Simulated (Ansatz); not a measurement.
# Formation energy of Hf$_{2}$S (CdCl2 type)

```xyz
3
Lattice="1.6474 -0.9511 5.9829 0.0000 1.9022 5.9829 -1.6474 -0.9511 5.9829" Properties=species:S:1:pos:R:3 pbc="T T T"
S     0.0000    0.0000    0.0000
Hf    0.0000    0.0000    4.2102
Hf    0.0000    0.0000   13.7385
```

The cell comes from a relaxation on PAW files under the same functional, begun from a prototype that needn't be the stable phase.

Level of theory: DFT with PBEsol, scalar-relativistic, in Ansatz 0.2.0; a Γ-centred 12×12×12 k mesh, Fermi–Dirac smearing of 0.05 eV, no spin polarisation. LAPW: all electrons, basis error target 0.5 meV/atom; PAW: frozen-core files, cutoff 420 eV.

The elements are taken as Hf hcp, S S6 rings, each relaxed on PAW files under the same functional and computed by the same method as the compound; zero-point and thermal terms are left out. The functional lacks long-range dispersion, which matters for the layered or molecular reference states. S6 rings stand in for α-S8.

Spin–orbit coupling is left out, which matters for the heavy atoms. The PAW files were made under PBE.

(1) Give the formation energy by each method, with the residual pressure at this cell and the LAPW gap.

(2) Give the LAPW value for one formula unit in kJ/mol.

(3) What Bader charges does the PAW density give?

## Answers

(1) 

```csv
method,ΔE(formation) (eV/atom),P at this cell (GPa),gap (eV)
LAPW,-0.945,0.04,0.00
PAW,-0.947,0.00,–
```

(2) -0.945 eV/atom × 3 atoms × 96.485 kJ/(mol·eV) = -273.5 kJ/mol, at zero temperature and without zero-point motion.

(3) S1 -1.36 e, Hf2 +0.68 e.
